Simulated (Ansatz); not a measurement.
One input, then a changed one: BP (zincblende type)

First run: DFT, LDA, PAW with Ansatz's default frozen-core files, scalar-relativistic (Ansatz 0.2.0).

Command: `ansatz run input.yaml --threads 1 --pin off --max-ram 2048MiB --backend cpu --events-out ev --progress --plain --runs-dir out` It took 1.1 s on 1 thread of AMD EPYC 9R45 96-Core Processor (Zen 5), with other jobs on the host, peak memory 0.36 GiB.

```yaml
crystal:
  lattice:
    - [0.0, 2.0841117159, 2.0841117159]
    - [2.0841117159, 0.0, 2.0841117159]
    - [2.0841117159, 2.0841117159, 0.0]
  atoms:
    - { symbol: B, position: [0.0, 0.0, 0.0] }
    - { symbol: P, position: [0.25, 0.25, 0.25] }
kpoints:
  mp_grid: { grid: [15, 15, 15] }
scf:
  occupations: { method: fermi_dirac, width: 0.08 }
hamiltonian:
  xc: lda
  pseudopotentials: { kind: paw }
output:
  forces: true
  stress: true
  eigenvalues: true
  populations: true
  write_density: true
  write_potential: true
  elf: true
  volumetric_format: npy
```

The cell comes from a relaxation on PAW files under the same functional, begun from a prototype that needn't be the stable phase.

This run: volume at 0.8 of the series' base cell.

It converges in 6 SCF iterations at a pressure of 59.2 GPa, cutoff 420 eV.

The input is then changed:

```diff
 kpoints:
-  mp_grid: { grid: [15, 15, 15] }
+  mp_grid: { grid: [15, 15, 15], shift: [0.5, 0.5, 0.5] }
 scf:
   populations: true
-  write_density: true
-  write_potential: true
-  elf: true
-  volumetric_format: npy
```

Q: Predict the outcome of the changed run.

A: It converges in 6 SCF iterations at a pressure of 59.2 GPa, cutoff 420 eV, free energy 0.0 meV/atom against the first run's.
